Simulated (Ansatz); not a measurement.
SnMo2N:
```
SnMo2N
1.0
    3.25636     0.00000     0.00000
   -1.62818     2.82009     0.00000
    0.00000     0.00000    13.05210
Sn Mo N
2 4 2
Cartesian
  0.00000   1.88006   9.78907
  1.62818   0.94003   3.26302
  0.00000   1.88006   0.99258
  1.62818   0.94003   7.51863
  1.62818   0.94003  12.05952
  0.00000   1.88006   5.53347
  0.00000   0.00000   0.00000
  0.00000   0.00000   6.52605
```

Relaxed with PBE. Special points in fractions of this cell's reciprocal vectors: Γ (0.000, 0.000, 0.000); M (0.500, 0.000, 0.000); K (0.333, 0.333, 0.000); A (0.000, 0.000, 0.500); L (0.500, 0.000, 0.500); H (0.333, 0.333, 0.500).

### Question
List the band energies nearest the Fermi level at these points for the program Ansatz at the PBE level (PAW).

### Answer
In eV from the Fermi level; about four levels below and three above (degenerate sets whole), none deeper than 8.9 eV; points with the same levels are listed once.

```
k                          below                          above
-  -----------------------------  -----------------------------
Γ  -0.35 -0.35 -0.31 -0.13 -0.13            0.82 0.89 1.25 1.25
M        -0.57 -0.42 -0.36 -0.16                 0.11 0.47 0.53
K        -0.92 -0.92 -0.36 -0.10            1.23 1.23 1.49 1.49
A        -0.25 -0.25 -0.25 -0.25  0.84 0.84 1.27 1.27 1.27 1.27
L        -0.51 -0.51 -0.34 -0.34            0.20 0.20 1.30 1.30
H        -1.78 -1.78 -0.49 -0.49            0.76 0.76 1.40 1.40
```

Space group P6_3/mmc. The start of the workflow was typed in or built on a structure type; neither database checked (COD, Materials Project) lists it. Whether it is the stable phase at ambient conditions was not checked. The cell was relaxed with PBE under the symmetry of its start; whether a distortion lowers the energy is not shown. The workflow began spin-polarised and lost its moments. Spin–orbit coupling is left out wherever it is not named.

Potentials: the earlier of the program's two PAW sets.
